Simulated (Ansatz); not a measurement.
GaSb (NiAs type, space group No. 194) at seven volumes, the program Ansatz at the PBEsol level (PAW), shape and atoms relaxed at each. One row is withheld.

```tsv
V (Å³/atom)	P (GPa)
21.105	7.30
21.800	4.45
22.496	?
23.192	0.00
23.888	-1.72
24.583	-3.17
25.279	-4.38
```

**Question.** Fit the shown pressures and predict the withheld one.

**Answer.** Third-order Birch–Murnaghan: P = (3/2)B₀(x^(7/2) − x^(5/2))[1 + (3/4)(B′ − 4)(x − 1)] with x = (V₀/V)^(2/3). Least squares on the six rows gives V₀ = 23.192 Å³/atom, B₀ = 62.16 GPa, B′ = 4.66. At V = 22.496, x = 1.0205 and P = 2.03 GPa. The run itself gave 2.03 GPa.

Space group P6_3/mmc (NiAs type). The start of the workflow was typed in or built on a structure type; neither database checked (COD, Materials Project) lists it. It is not the phase usual at ambient conditions (space group No. 216). The cell was relaxed with PBEsol under the symmetry of its start; its stability against distortions is not shown here. Scalar-relativistic: spin–orbit coupling is off unless named, which matters more the heavier the elements.

Potentials: the earlier of the program's two PAW sets. The files were generated under PBE; for other functionals the program regenerates the frozen cores, and for LDA and PBEsol the local potential too.
